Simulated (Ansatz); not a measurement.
ReO3-type CuI3

Computed with Ansatz (plane waves, PAW, 420 eV cutoff): PBE+U (U_eff = 4 eV on Cu 3d), scalar-relativistic, collinear spin, 6×6×6 k-mesh, Gaussian smearing of 0.05 eV; PAW files: Ansatz's generated set soft_2.

```
CELL_PARAMETERS angstrom
5.46504 0.00000 0.00000
0.00000 5.46504 0.00000
0.00000 0.00000 5.46504
ATOMIC_POSITIONS crystal
Cu 0.00000 0.00000 0.00000
I 0.50000 0.00000 0.00000
I 0.00000 0.00000 0.50000
I 0.00000 0.50000 0.00000
```

The structure was built from a prototype; whether the compound forms in it isn't claimed. The ideal cubic cell shuts out tilts of the octahedra, which such structures often take.

Magnetic state: non-magnetic, site spin moments none.

The cell has space group Pm-3m (read at 0.01 Å). In it the stress is 0.00, 0.00, 0.00, 0.00, 0.00, 0.00 GPa and the largest force component 0.000 eV/Å. Each change below starts from this cell, without further relaxation. Stress is in GPa, positive in compression, in the order xx, yy, zz, yz, xz, xy; energies are counted from the cell above and are free energies with the smearing's entropy, which match forces and stress in a metal.

Q: What happens when atom 1 (Cu) is moved by 0.02 Å along y?

A: The energy changes by 0.6 meV per cell, and the force on it along the shift is -0.057 eV/Å (−F/u = 2.85 eV/Å²). Stress: 0.00, 0.01, 0.00, 0.00, 0.00, 0.00.
```tsv
atom	Fx (eV/Å)	Fy	Fz
Cu1	0.000	-0.057	0.000
I2	0.000	-0.005	0.000
I3	0.000	-0.005	0.000
I4	0.000	0.066	0.000
```

Q: What stress follows from an engineering strain of 2 % in xy, atoms carried along?

A: 0.01, 0.01, -0.01, 0.00, 0.00, -0.09 GPa; the energy changes by 1.0 meV per cell.
The change of the stress over the strain gives a clamped-atom stiffness of about 4.7 GPa for this component.

Scalar-relativistic only: spin–orbit splittings of the heavy atoms' levels are missing.
